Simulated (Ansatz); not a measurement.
ZrSiO:
```
ZrSiO
1.0
    3.29814     0.00000     0.00000
    0.00000     3.29814     0.00000
    0.00000     0.00000     7.29979
Zr Si O
2 2 2
Cartesian
  0.00000   1.64907   5.04180
  1.64907   0.00000   2.25799
  1.64907   1.64907   0.00000
  0.00000   0.00000   0.00000
  0.00000   1.64907   2.84811
  1.64907   0.00000   4.45168
```

Relaxed with r²SCAN.

Task: Give the Bader charges and basin volumes of the independent atoms, DFT-r²SCAN in the program Ansatz with PAW potentials.

Result: 

| atom | Bader charge (e) | Bader volume (Å³) |
|---|---|---|
| Zr1 | +1.99 | 12.2 |
| Si3 | -0.59 | 15.5 |
| O5 | -1.40 | 12.0 |

Space group P4/nmm. The workflow started from a Materials Project entry (that database holds measured and hypothetical structures alike); the Crystallography Open Database copy checked does not list it. Whether it is the stable phase at ambient conditions was not checked. Symmetry was held in the r²SCAN relaxation; whether a distortion lowers the energy is not shown. No spin polarisation was allowed.

Potentials: the later of the program's two PAW sets.
